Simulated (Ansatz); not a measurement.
One crystal and one scan (energy against volume) at two levels, PBE (plane waves to 420 eV, PAW, scalar-relativistic; Ansatz, an electronic-structure program) and r2SCAN (plane waves to 500 eV, PAW, scalar-relativistic; Ansatz), each from its own relaxed cell and on its own mesh. The cell shown is that of PBE.

CdS (wurtzite)

```xyz
4
Lattice="4.1962 0.0000 0.0000 -2.0981 3.6340 0.0000 0.0000 0.0000 6.8295" Properties=species:S:1:pos:R:3 pbc="T T T"
Cd     0.0000     2.4227     6.8238
Cd     2.0981     1.2113     3.4091
S      0.0000     2.4227     2.5654
S      2.0981     1.2113     5.9802
```

E(V) scan at fixed shape, V₀ the volume above. The atoms relax within the cell's symmetry.

Energies are smeared free energies. CdS was relaxed with its symmetry unable to fall. With the shape held, the modulus is that of even scaling; a crystal free to change shape is softer. Percentages come from the unrounded values. Both scans cover V/V₀ from 0.840 to 1.160.

Results of PBE:

| Item | Result |
|---|---|
| Lattice constant a (Å) | 4.196 |
| Lattice constant c (Å) | 6.830 |
| Relaxed volume (Å³/atom) | 26.04 |
| Band gap of the relaxed cell, no spin-orbit coupling (eV) | 1.11 |
| Pressure at the smallest volume (GPa) | 13.8 |
| Energy cost of the largest compression (meV/atom) | 152.9 |
| Energy cost of the largest expansion (meV/atom) | 83.9 |
| Bulk modulus at fixed cell shape B₀ (third-order Birch-Murnaghan fit) (GPa) | 53.2 |
| Pressure derivative B₀′ (fit) | 4.6 |
| Pressure for 5 % compression (fit) (GPa) | 3.1 |

**Question.** Estimate the r2SCAN values.

**Answer.** 
| quantity | r2SCAN | PBE − r2SCAN |
|---|---|---|
| Lattice constant a (Å) | 4.164 | +0.032 (+0.8 %) |
| Lattice constant c (Å) | 6.767 | +0.063 (+0.9 %) |
| Relaxed volume (Å³/atom) | 25.40 | +0.64 (+2.5 %) |
| Band gap of the relaxed cell, no spin-orbit coupling (eV) | 1.63 | -0.52 (-32 %) |
| Pressure at the smallest volume (GPa) | 15.5 | -1.7 (-11 %) |
| Energy cost of the largest compression (meV/atom) | 167.9 | -15.0 (-8.9 %) |
| Energy cost of the largest expansion (meV/atom) | 93.3 | -9.4 (-10 %) |
| Bulk modulus at fixed cell shape B₀ (third-order Birch-Murnaghan fit) (GPa) | 60.3 | -7.1 (-12 %) |
| Pressure derivative B₀′ (fit) | 4.4 | +0.2 (+3 %) |
| Pressure for 5 % compression (fit) (GPa) | 3.5 | -0.4 (-12 %) |

PBE gives the higher value for: lattice constant a; lattice constant c; relaxed volume. PBE gives the lower value for: band gap of the relaxed cell, no spin-orbit coupling; pressure at the smallest volume; energy cost of the largest compression; energy cost of the largest expansion; bulk modulus at fixed cell shape B₀; pressure for 5 % compression.

(Under strain, the slope of the energy per volume gives the stress and its curvature an elastic modulus.)
